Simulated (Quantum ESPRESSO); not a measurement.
NbHf2F3O5, input and log of a self-consistent run

A calculation, not a measurement. The program is pw.x of Quantum ESPRESSO 7.5 (plane-wave density functional theory). The cell is made up: 11 atoms on a fluorite lattice with one site empty, with randomly drawn elements, strain and displacements, not relaxed. PseudoDojo standard norm-conserving files (v0.5 for PBE, v0.4.1 for LDA and PBEsol) set the functional; there is no spin polarisation, spin-orbit coupling or dispersion term, and the masses in the input are unused placeholders.

The hafnium pseudopotential is less sure than the others, with forces about 3 percent (worst 6) and pressure in oxides about 1.5 GPa (worst 2.7) from a second method in checks, which no rerun with the same files tests.

Input:

```
&control calculation='scf', pseudo_dir='./dojo.nc.sr.pbe.v0_5.standard.upf', outdir='./o', disk_io='low', tprnfor=.true., tstress=.true. /
&system ibrav=0, nat=11, ntyp=4, nbnd=50, ecutwfc=84.00895049, nosym=.true., tot_charge=0,
 occupations='smearing', smearing='fd', degauss=0.0018374661
/
&electrons conv_thr=7.350e-09, electron_maxstep=60, /
ATOMIC_SPECIES
F 1.0 F.upf
Hf 1.0 Hf.upf
Nb 1.0 Nb.upf
O 1.0 O.upf
CELL_PARAMETERS angstrom
5.0226 0.0 0.0
0.0 5.0226 0.0
0.0 0.0 5.0226
ATOMIC_POSITIONS angstrom
Nb -0.019 -0.0457 0.0081
Hf -0.0083 2.4945 2.4645
Hf 2.5483 0.0326 2.4736
F 1.2404 1.2971 1.1848
F 1.2651 1.2773 3.7835
O 1.23 3.775 1.2458
O 1.2469 3.7739 3.8237
O 3.7439 1.2653 1.281
F 3.7667 1.289 3.7974
O 3.829 3.8302 1.2654
O 3.7613 3.7364 3.7569
K_POINTS automatic
4 4 4 1 1 1
```

The log is shortened where brackets say so; the opening notice, blank lines, dates and the lines on written files are dropped, and the path of the files is cut. It prints rydbergs, bohrs and kilobars, and counts compression as positive stress. With no partly filled state, the Fermi energy that it prints is only some level between the filled and the empty states on the mesh, and need not lie in the true gap.

```
     Program PWSCF v.7.5
     Parallel version (MPI & OpenMP), running on       4 processor cores
     Number of MPI processes:                 4
     Threads/MPI process:                     1
     [start-up lines left out]
     bravais-lattice index     =            0
     lattice parameter (alat)  =       9.4913  a.u.
     unit-cell volume          =     855.0320 (a.u.)^3
     number of atoms/cell      =           11
     number of atomic types    =            4
     number of electrons       =        88.00
     number of Kohn-Sham states=           50
     kinetic-energy cutoff     =      84.0090  Ry
     charge density cutoff     =     336.0358  Ry
     scf convergence threshold =      7.3E-09
     mixing beta               =       0.7000
     number of iterations used =            8  plain     mixing
     Exchange-correlation= PBE
                           (   1   4   3   4   0   0   0)
     [axes and pseudopotential details left out]
   Cartesian axes
     site n.     atom                  positions (alat units)
         1        Nb     tau(   1) = (  -0.0037829  -0.0090989   0.0016127  )
         2        Hf     tau(   2) = (  -0.0016525   0.4966551   0.4906821  )
         3        Hf     tau(   3) = (   0.5073667   0.0064907   0.4924939  )
         4        F      tau(   4) = (   0.2469637   0.2582527   0.2358938  )
         5        F      tau(   5) = (   0.2518815   0.2543105   0.7532951  )
         6        O      tau(   6) = (   0.2448931   0.7516028   0.2480389  )
         7        O      tau(   7) = (   0.2482579   0.7513837   0.7612989  )
         8        O      tau(   8) = (   0.7454107   0.2519213   0.2550472  )
         9        F      tau(   9) = (   0.7499502   0.2566400   0.7560626  )
        10        O      tau(  10) = (   0.7623542   0.7625931   0.2519412  )
        11        O      tau(  11) = (   0.7488751   0.7439175   0.7479990  )
     number of k points=    32  Fermi-Dirac smearing, width (Ry)=  0.0018
                       cart. coord. in units 2pi/alat
        k(    1) = (   0.1250000   0.1250000   0.1250000), wk =   0.0625000
        k(    2) = (   0.1250000   0.1250000   0.3750000), wk =   0.0625000
     [further k points left out]
     Dense  grid:    88951 G-vectors     FFT dimensions: (  60,  60,  60)
     Estimated max dynamical RAM per process >     216.51 MB
     Estimated total dynamical RAM >     800.90 MB
     Initial potential from superposition of free atoms
     starting charge      87.9939, renormalised to      88.0000
     Starting wfcs are   62 randomized atomic wfcs
     total cpu time spent up to now is        2.5 secs
     per-process dynamical memory:   150.6 Mb
     Self-consistent Calculation
     iteration #  1     ecut=    84.01 Ry     beta= 0.70
     Davidson diagonalization with overlap
     ethr =  1.00E-02,  avg # of iterations =  2.0
     total cpu time spent up to now is        5.4 secs
     total energy              =    -661.73619671 Ry
     estimated scf accuracy    <       5.23252601 Ry
     iteration #  2     ecut=    84.01 Ry     beta= 0.70
     Davidson diagonalization with overlap
     ethr =  5.95E-03,  avg # of iterations =  6.2
     total cpu time spent up to now is       10.2 secs
     total energy              =    -657.85637833 Ry
     estimated scf accuracy    <      43.81534297 Ry
     iteration #  3     ecut=    84.01 Ry     beta= 0.70
     Davidson diagonalization with overlap
     ethr =  5.95E-03,  avg # of iterations =  6.7
     total cpu time spent up to now is       14.6 secs
     total energy              =    -664.49197258 Ry
     estimated scf accuracy    <       1.72256055 Ry
     iteration #  4     ecut=    84.01 Ry     beta= 0.70
     Davidson diagonalization with overlap
     ethr =  1.96E-03,  avg # of iterations =  2.1
     total cpu time spent up to now is       17.8 secs
     total energy              =    -664.53688186 Ry
     estimated scf accuracy    <       0.70295696 Ry
     iteration #  5     ecut=    84.01 Ry     beta= 0.70
     Davidson diagonalization with overlap
     ethr =  7.99E-04,  avg # of iterations =  1.7
     total cpu time spent up to now is       20.7 secs
     total energy              =    -664.47269588 Ry
     estimated scf accuracy    <       0.33372320 Ry
     [iterations 6 to 12 left out]
     iteration # 13     ecut=    84.01 Ry     beta= 0.70
     Davidson diagonalization with overlap
     ethr =  2.22E-08,  avg # of iterations =  2.0
     total cpu time spent up to now is       48.8 secs
     total energy              =    -664.52805169 Ry
     estimated scf accuracy    <       0.00000704 Ry
     iteration # 14     ecut=    84.01 Ry     beta= 0.70
     Davidson diagonalization with overlap
     ethr =  8.00E-09,  avg # of iterations =  3.8
     total cpu time spent up to now is       51.9 secs
     total energy              =    -664.52805307 Ry
     estimated scf accuracy    <       0.00000052 Ry
     iteration # 15     ecut=    84.01 Ry     beta= 0.70
     Davidson diagonalization with overlap
     ethr =  5.90E-10,  avg # of iterations =  4.3
     total cpu time spent up to now is       55.3 secs
     total energy              =    -664.52805321 Ry
     estimated scf accuracy    <       0.00000003 Ry
     iteration # 16     ecut=    84.01 Ry     beta= 0.70
     Davidson diagonalization with overlap
     ethr =  3.56E-11,  avg # of iterations =  4.9
     total cpu time spent up to now is       59.2 secs
     total energy              =    -664.52805322 Ry
     estimated scf accuracy    <       0.00000002 Ry
     iteration # 17     ecut=    84.01 Ry     beta= 0.70
     Davidson diagonalization with overlap
     ethr =  1.99E-11,  avg # of iterations =  2.1
     total cpu time spent up to now is       62.0 secs
     End of self-consistent calculation
          k = 0.1250 0.1250 0.1250 ( 11113 PWs)   bands (ev):
   -52.0902 -52.0055 -46.5842 -22.6952 -22.6342 -22.4659 -20.9712 -20.8846
   -20.7029 -20.6841 -20.6461 -20.5173 -14.7495 -14.3564 -14.2778  -7.5820
    -6.8078  -6.5469  -6.5098  -5.8542   1.9171   2.1176   2.5939   2.9340
     3.0554   3.2205   3.7075   4.6834   5.0549   5.4916   5.5441   5.8055
     5.8549   6.0606   7.2384   7.6265   7.7033   7.9753   8.2978   8.7360
     8.9648   9.5024   9.6859  10.4786  11.3240  11.5056  13.3431  13.6632
    13.8254  14.0340
     [levels at the other k points left out]
     the Fermi energy is    10.9028 ev
!    total energy              =    -664.52805322 Ry
     estimated scf accuracy    <          6.8E-10 Ry
     smearing contrib. (-TS)   =      -0.00000000 Ry
     internal energy E=F+TS    =    -664.52805322 Ry
     The total energy is F=E-TS. E is the sum of the following terms:
     one-electron contribution =    -176.50204227 Ry
     hartree contribution      =     137.94221107 Ry
     xc contribution           =    -158.10797229 Ry
     ewald contribution        =    -467.86024973 Ry
     convergence has been achieved in  17 iterations
     Forces acting on atoms (cartesian axes, Ry/au):
     atom    1 type  3   force =    -0.04944204   -0.29136469    0.04854762
     atom    2 type  2   force =    -0.04599904    0.19651885   -0.02650348
     atom    3 type  2   force =     0.04018794   -0.17339468   -0.03224546
     atom    4 type  1   force =     0.00373345   -0.01232592    0.01341105
     atom    5 type  1   force =    -0.01361356   -0.00003739   -0.02549709
     atom    6 type  4   force =    -0.02305908    0.08226011    0.03052749
     atom    7 type  4   force =    -0.05730219    0.08899378   -0.01583911
     atom    8 type  4   force =     0.05643208   -0.01670473    0.02328003
     atom    9 type  1   force =     0.01549891   -0.01579954    0.00776797
     atom   10 type  4   force =     0.03078460    0.04726933   -0.01133880
     atom   11 type  4   force =     0.04277893    0.09458489   -0.01211021
     Total force =     0.451119     Total SCF correction =     0.000041
     Computing stress (Cartesian axis) and pressure
          total   stress  (Ry/bohr**3)                   (kbar)     P=      -42.04
  -0.00014271  -0.00007533   0.00013753          -20.99      -11.08       20.23
  -0.00007533  -0.00036127  -0.00020735          -11.08      -53.14      -30.50
   0.00013753  -0.00020735  -0.00035339           20.23      -30.50      -51.99
     init_run     :      2.36s CPU      2.43s WALL (       1 calls)
     electrons    :     59.39s CPU     59.54s WALL (       1 calls)
     forces       :      0.72s CPU      0.73s WALL (       1 calls)
     stress       :      2.42s CPU      2.43s WALL (       1 calls)
     [timing details left out]
     PWSCF        :   1m 4.96s CPU   1m 5.22s WALL
     JOB DONE.
```

In other units: free energy -9041.365 eV for the cell, pressure -4.20 GPa, largest force component 7.491 eV/Å. A rerun of this cell at a cutoff of 1467 eV and k mesh 6 x 6 x 6 moved values by no more than 0.002 eV in energy, 0.05 GPa in stress and 0.010 eV/Å in force.